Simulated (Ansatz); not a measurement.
**17O NMR of the central transition in Ga₄SiO₈**

Cell: a Materials Project structure (computed, not necessarily an observed phase), atoms as given.

Space group C2/m (No. 12); a = 12.4495, b = 2.9825, c = 9.4082 Å, β = 126.11°.

| site | Wyckoff | site symmetry | x | y | z |
| --- | --- | --- | --- | --- | --- |
| Ga1 | 4i | m | 0.7552 | 0.0000 | 0.3557 |
| Ga2 | 4i | m | 0.4613 | 0.0000 | 0.2783 |
| Si | 2a | 2/m | 0.0000 | 0.0000 | 0.0000 |
| O6 | 4i | m | 0.8855 | 0.0000 | 0.2987 |
| O7 | 4i | m | 0.8481 | 0.0000 | 0.7941 |
| O8 | 4i | m | 0.6462 | 0.0000 | 0.4631 |
| O9 | 4i | m | 0.4449 | 0.0000 | 0.0684 |

One atom of each set is listed; the run and its k-mesh use a cell of 13 atoms with edges of 6.40, 6.40, 9.41 Å.

Computed with Ansatz: DFT, PBE, plane waves and PAW, scalar-relativistic, 420 eV cutoff, Γ-centred 8×8×3 k-points, Fermi–Dirac smearing 0.02 eV.

17O has I = 5/2 and Q = -25.58 mb (Pyykkö 2018); at 23.5 T its Larmor frequency is ν₀ = 135.7 MHz. Only the quadrupole interaction is simulated: positions count from each site's isotropic chemical shift, and J coupling is left out, as are shift anisotropy and dipolar coupling, which fast spinning averages.

Question: Give C_Q, η, the quadrupolar product P_Q = |C_Q|(1 + η²/3)^½, the second-order isotropic shift and the breadth of the pattern (fast magic-angle spinning) for each O site.

Answer: 

```tsv
site	first shell	C_Q (MHz)	η	P_Q (MHz)	δ_QIS (ppm)	breadth (kHz)
O6	3 Ga at 1.83–1.99 Å	6.60	0.13	6.62	-14.3	4.31
O7	1 Si at 1.73 Å, 2 Ga at 1.93 Å	5.82	0.54	6.10	-12.1	3.82
O8	4 Ga at 1.90–2.12 Å	-2.61	0.31	2.66	-2.30	0.718
O9	1 Ga at 1.86 Å, 2 Si at 1.90 Å	6.96	0.04	6.96	-15.8	4.65
```

δ_QIS = −(ν_Q²/30ν₀²)[I(I+1) − 3/4](1 + η²/3) × 10⁶ ppm with ν_Q = 3|C_Q|/[2I(2I−1)]; it falls as 1/B₀² in ppm, and the breadth as 1/B₀ in kHz.

At O6, O7 and O9 V_zz stands upright on the plane through its three neighbours (within 2°) in each case. At O8 V_zz points along its shortest bond, to Ga (within 8°).

Hardware: 1 thread of Arm Neoverse V2 (aarch64; 8 cores open to the job, memory cap 2.5 GiB, no GPU), a shared host with a load of 0.8 a core. Wall time 46 s, CPU time 46 s, peak memory 0.66 GiB.
